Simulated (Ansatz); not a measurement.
HfSn3Se8: relaxed-ion elastic tensor

These are results of DFT PBE, scalar-relativistic, plane waves, PAW (Ansatz 0.2.0), not measurements. Settings: 420 eV plane-wave cutoff, Γ-centred 6×6×6 mesh, fixed occupations. No spin polarisation.

The cell, relaxed at this level:
```
CELL_PARAMETERS angstrom
7.71272 0.00000 0.00000
-3.85636 6.67941 0.00000
0.00000 0.00000 7.02893
ATOMIC_POSITIONS crystal
Hf 0.00000 0.00000 0.00000
Sn 0.50000 0.50000 0.00000
Sn 0.50000 0.00000 0.00000
Sn 0.00000 0.50000 0.00000
Se 0.83606 0.67213 0.77238
Se 0.83606 0.16394 0.77238
Se 0.33333 0.66667 0.77493
Se 0.32787 0.16394 0.77238
Se 0.67213 0.83606 0.22762
Se 0.66667 0.33333 0.22507
Se 0.16394 0.83606 0.22762
Se 0.16394 0.32787 0.22762
```

The cell was found from a structure generator's guess, not taken from experiment. Spin–orbit coupling is left out, which matters for heavy elements. No dispersion correction is applied, so modes and constants that involve weak contacts between layers, chains or molecules come out too soft.

Q: Give the relaxed-ion elastic constants (GPa, Voigt order xx yy zz yz xz xy, on the Cartesian axes of the cell above).

A:
```
78.9 22.4  1.4  0.1  0.0  0.0
22.4 78.9  1.4 -0.1  0.0  0.0
 1.4  1.4  2.6  0.0  0.0  0.0
 0.1 -0.1  0.0  1.0  0.0  0.0
 0.0  0.0  0.0  0.0  1.0  0.1
 0.0  0.0  0.0  0.0  0.1 28.3
```

Q: Is the crystal stable against homogeneous strain?

A: Yes: the least eigenvalue of the tensor is 1.0 GPa.

Q: And the moduli of a polycrystal (Hill averages)?

A: B = 13 GPa, G = 8 GPa, E = 21 GPa, ν = 0.23.
